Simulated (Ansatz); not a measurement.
Single point in Ansatz 0.2.0 with r2SCAN, no spin polarisation. Cutoff 500 eV, PAW datasets, 6×6×6 Γ-centred k mesh, fermi-dirac filling (width 0.1 eV).

Computed maps in the lattice plane spanned by a (left to right, 6.97 Å, 21 points from zero) and b (bottom to top, 6.97 Å, 21 points from zero), 90° apart, at height 0.750 along c. The fields are smooth PAW ones with compensation charges, not the true ones near nuclei.

Valence density. Digits on a logarithmic scale: 0 up to 0.03 e/Å³, each further digit a factor of 1.6, 9 from 1.3 e/Å³ up:
```
345554445555432000001
234443334455432100001
223322123455432100011
222110012344432123333
421000001233322246776
630000000112112479998
841000000000002589999
841000000000002599999
741000000000001589999
531222210000001368998
322333321000001245665
112344432111222222322
013455543222333221000
012455544334444321000
002345555544554421000
001345678765554321000
001246999975544320000
012346999996443210000
123456999995432100000
234555899975321000001
345555577654321000001
```

ELF. Ten even steps from '0' (0.01) to '9' (0.98):
```
567653111245432000002
356642002466653100001
135531002567764100000
002210002567652001220
100000002455530037886
710000000233200178888
830000000001000588348
840000000000000687008
820011100000000588568
500134420000000178888
001466541000000015775
003677652000232000110
024677652002455310000
014566531013566531000
001344311113677642000
000111112213577642000
000011257411466541000
011112499821233320000
344321389731110000001
466641145321100000002
567652121112210000003
```

The cell is SrCoBr₄. Which atoms lie within 0.2 Å of this plane, and where (fractions of a and b)?

Sr at (0.88, 0.62), Co at (0.38, 0.12). The whole cell:
```
Sr Co Br
1.0
     0.00000    6.96898    0.00000
     6.96898    0.00000    0.00000
     3.48449    3.48449   -7.76697
Sr Co Br
2 2 8
Direct
  0.87500 0.62500 0.75000
  0.12500 0.37500 0.25000
  0.37500 0.12500 0.75000
  0.62500 0.87500 0.25000
  0.15790 0.28060 0.91340
  0.78060 0.92870 0.41340
  0.42870 0.80600 0.91340
  0.30600 0.65790 0.41340
  0.84210 0.71940 0.08660
  0.21940 0.07130 0.58660
  0.57130 0.19400 0.08660
  0.69400 0.34210 0.58660
```

Origin: a known structure type with other elements, at an estimated volume, so it need not be a known compound. Caveats: no spin polarisation, so a magnetic state may lie lower.
